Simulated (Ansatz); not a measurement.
InSb in space group P6_3mc (No. 186; In on 2b, Sb on 2b, In on 2a, Sb on 2a) at seven volumes, the program Ansatz at the PBEsol level (PAW), shape and atoms relaxed at each. One row is withheld.

```
V (Å³/atom)  P (GPa)
-----------  -------
31.494          5.04
32.532          3.07
33.570          1.40
34.609          0.00
35.647         -1.17
36.685         -2.16
37.723             ?
```

**Question.** Fit the shown pressures and predict the withheld one.

**Answer.** P = (3/2)B₀(x^(7/2) − x^(5/2))[1 + (3/4)(B′ − 4)(x − 1)] with x = (V₀/V)^(2/3). Least squares on the six rows gives V₀ = 34.612 Å³/atom, B₀ = 42.6 GPa, B′ = 4.76. At V = 37.723, x = 0.9442 and P = -2.99 GPa. The run itself gave -2.98 GPa.

The start of the workflow was typed in or built on a structure type; neither database checked (COD, Materials Project) lists it. It is not the phase usual at ambient conditions (space group No. 216). The PBEsol relaxation kept the symmetry of its start; of distortions, only those at the zone centre were tested. Spin–orbit coupling is left out wherever it is not named.

Potentials: the later of the program's two PAW sets.
